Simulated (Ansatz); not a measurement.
Theory: DFT PBE, scalar-relativistic, plane waves, PAW in Ansatz 0.2.0. All cells share a 420 eV cutoff and Γ-centred k meshes spaced at most about 0.3 Å⁻¹ (about 0.25 or finer for metals, 2π included). No spin polarisation in the final relaxations.

All energies are static (0 K, no zero-point motion).

Compare these two cells of Ti2Te3Pt, each relaxed at this level.

A. Space group R3m (No. 160), trigonal, a = 7.590 Å, c = 10.017 Å. Around Ti on its first site lie 6 Te at 2.75–2.76 Å and 1 Ti at 3.16 Å; Ti on its second site is surrounded by 1 Pt at 2.20 Å, 3 Te at 2.73 Å and 1 Ti at 3.16 Å; Te has 3 Ti at 2.73–2.76 Å; Pt is surrounded by 1 Ti at 2.20 Å.

B. Space group P6mm (No. 183), hexagonal, a = 6.150 Å, c = 4.332 Å. Ti has 6 Te at 2.79–2.81 Å, 3 Ti at 3.55 Å and 3 Pt at 3.59 Å; Te is surrounded by 4 Ti at 2.79–2.81 Å, 4 Te at 3.08 Å and 2 Pt at 3.47 Å; Pt has 6 Te at 3.47 Å, 6 Ti at 3.59 Å and 6 Te at 4.10 Å.

Task: Which is lower in energy, and by how much?

Result: A is lower, by 0.38 eV/atom. A has space group R3m (No. 160), 27.8 Å³/atom and no gap on its mesh; B has space group P6mm (No. 183), 23.7 Å³/atom and no gap. Counting Te atoms around Pt and Ti (those within 1.25 times the shortest such distance or 1.15 times the sum of covalent radii; a plus sign parts nearer from farther groups; the shortest distance is added where it is long for a bond; a slash parts the counts of unlike sites), A has Ti 3/6, Pt 9+3 from 3.6 Å and B has Ti 6, Pt 6+6 from 3.5 Å. The lower one is the more open, so pressure narrows the difference. Both come from invented guesses. A third cell relaxed alike, in P-4m2, lies 0.54 eV/atom below the lower of the two.

These runs have no spin–orbit coupling, which can matter for Pt and Te. A magnetic state wasn't ruled out in cells without spin, among them P6mm. Cells relaxed within their symmetry can be saddle points.
